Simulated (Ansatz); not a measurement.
ScGeO₃:
Space group P4mm (No. 99); a = b = 3.6140 Å, c = 4.9868 Å, α = β = γ = 90.00°

```
atom  site  symmetry       x       y       z
----  ----  --------  ------  ------  ------
Sc      1b       4mm  0.5000  0.5000  0.6156
Ge      1a       4mm  0.0000  0.0000  0.2276
O       2c      2mm.  0.0000  0.5000  0.4239
O       1b       4mm  0.5000  0.5000  0.9993
```

Relaxed at zero pressure with DFT-r²SCAN in the program Ansatz with PAW potentials.

Q: The volume is lowered by 9 % and shape and atoms relax at that volume. What pressure results, and how do the axes share the change?

A: 10.8 GPa; a -3.0 %, b -3.0 %, c -3.3 %; the energy rises by 36 meV/atom.

Q: Give the new structure.

A: 
Space group P4mm (No. 99); a = b = 3.505 Å, c = 4.824 Å, α = β = γ = 90.00°

```json
[
 {"atom": "Sc", "site": "1b", "symmetry": "4mm", "x": "0.5000", "y": "0.5000", "z": "0.6214"},
 {"atom": "Ge", "site": "1a", "symmetry": "4mm", "x": "0.0000", "y": "0.0000", "z": "0.2145"},
 {"atom": "O", "site": "2c", "symmetry": "2mm.", "x": "0.0000", "y": "0.5000", "z": "0.4200"},
 {"atom": "O", "site": "1b", "symmetry": "4mm", "x": "0.5000", "y": "0.5000", "z": "0.0142"}
]
```

The phase is kept; no other phase was compared at this pressure.

The start of the workflow was typed in or built on a structure type; neither database checked (COD, Materials Project) lists it. Its standing as an ambient phase is unchecked. The r²SCAN relaxation kept the symmetry of its start; whether a distortion lowers the energy is not shown. No spin polarisation was allowed.

Potentials: the earlier of the program's two PAW sets. The files were generated under PBE; for other functionals the program regenerates the frozen cores, and for LDA and PBEsol the local potential too.
